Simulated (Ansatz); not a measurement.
## Phonons of W (Im-3m)

```yaml
crystal:
  lattice:
    - [-1.56756, 1.56756, 1.56756]
    - [1.56756, -1.56756, 1.56756]
    - [1.56756, 1.56756, -1.56756]
  atoms:
    - { symbol: W, position: [0.00000, 0.00000, 0.00000] }
```

Level of theory, where no other is named: LDA, PAW on Ansatz 0.2.0's default frozen-core files (fitted under PBE), scalar-relativistic. k mesh 24×24×24, Fermi-Dirac smearing of 0.100 eV, cutoff 420 eV. The cell was relaxed by PAW under this functional.

Atoms are displaced by 0.0025 Å in the smallest supercells that hold the wave vectors of a 4×4×4 mesh. Negative values stand for unstable modes.

Q: What are the phonon energies at the solved wave vectors, in meV?

A: 

| q | point | modes (meV) |
| --- | --- | --- |
| 0.250 0.000 0.000 | – | 12.51, 12.61, 20.56 |
| 0.500 0.000 0.000 | N | 16.69, 18.47, 27.93 |
| 0.250 0.250 0.000 | – | 18.48, 20.92, 25.01 |
| 0.250 0.250 0.250 | P | 22.62 (×3) |
| -0.250 0.250 0.250 | – | 16.60 (×2), 24.65 |
| 0.500 0.500 0.250 | – | 19.09, 22.02, 25.75 |
| 0.500 0.500 0.500 | H | 22.15 (×3) |

Q: Is the structure dynamically stable at these wave vectors?

A: Yes, no mode is unstable there; wave vectors off this mesh aren't tested.

Q: The cell is scaled evenly to 15.100 and 15.716 Å³ (from 15.408), with free atoms relaxed and the shape held. What are the mode Grüneisen parameters γ = −d ln ω/d ln V?

A: For the highest mode, 235.4 cm⁻¹ in the small cell and 215.4 in the large one give γ ≈ 2.22. From the change of the dynamical matrix on each mode:

| point | cm⁻¹ | γ |
| --- | --- | --- |
| 0.25/0/0 | 100.9 | 0.96 |
| 0.25/0/0 | 101.7 | 1.61 |
| 0.25/0/0 | 165.8 | 1.91 |
| N | 134.6 | 2.28 |
| N | 149.0 | 0.94 |
| N | 225.3 | 2.21 |
| 0.25/0.25/0 | 149.0 | 1.22 |
| 0.25/0.25/0 | 168.7 | 1.70 |
| 0.25/0.25/0 | 201.7 | 2.17 |
| P | 182.4 | 1.73 |
| -0.25/0.25/0.25 | 133.9 | 1.75 |
| -0.25/0.25/0.25 | 198.8 | 1.38 |
| 0.5/0.5/0.25 | 153.9 | 2.27 |
| 0.5/0.5/0.25 | 177.6 | 1.18 |
| 0.5/0.5/0.25 | 207.7 | 2.19 |
| H | 178.7 | 2.21 |

Weighted by the modes' heat capacities at 300 K, the mean on this mesh is 1.70; it moves with the q mesh, and a coarse one overweights the zone boundary.

Caveats: frozen-core PAW files fitted under PBE, their cores solved anew for the functional of the run; responses of metals move with mesh and smearing; no spin-orbit coupling on heavy atoms.
